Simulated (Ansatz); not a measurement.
Given:

NbP:
```cif
data_Nb4P4
_chemical_formula_sum 'Nb4 P4'
_space_group_name_H-M_alt 'I41md'
_space_group_IT_number 109
_space_group_name_Hall 'I 4bw -2'
_cell_length_a 3.32044
_cell_length_b 3.32044
_cell_length_c 11.28841
_cell_angle_alpha 90.000
_cell_angle_beta 90.000
_cell_angle_gamma 90.000
loop_
_atom_site_label
_atom_site_type_symbol
_atom_site_symmetry_multiplicity
_atom_site_Wyckoff_symbol
_atom_site_fract_x
_atom_site_fract_y
_atom_site_fract_z
_atom_site_occupancy
Nb1 Nb 4 a 0.00000 0.00000 0.75019 1
P1 P 4 a 0.00000 0.00000 0.33244 1
```
(The calculation used a cell of 4 atoms; values per cell refer to that cell.)

This is the PBEsol-relaxed structure.

Question: All from PBEsol (plane waves, PAW; program Ansatz), unless another level is named. Estimate the bulk modulus (Birch–Murnaghan fit).

Answer: 200 GPa.

Question: What about the highest zone-centre frequency?

Answer: 390 cm^-1.

Space group I4_1md. The PBEsol relaxation kept the symmetry of its start; of distortions, only those at the zone centre were tested. The run is not spin-polarised. As this level gives no gap, phonon frequencies hold no LO–TO term and depend on the k-mesh and smearing (Fermi–Dirac, 0.1 eV here).

Potentials: the earlier of the program's two PAW sets.
